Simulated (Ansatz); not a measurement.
Question: Nb (diamond, space group No. 227) is relaxed with plane-wave PAW PBEsol (Ansatz code). What lattice parameters of the conventional cell result?

Answer: a = 5.803 Å.

Space group Fd-3m (diamond). The start of the workflow was typed in or built on a structure type; neither database checked (COD, Materials Project) lists it. It is not the phase usual at ambient conditions (space group No. 229). The cell was relaxed with PBEsol under the symmetry of its start. At this level the phase is dynamically unstable (imaginary phonons). The run is not spin-polarised.

Potentials: the later of the program's two PAW sets.
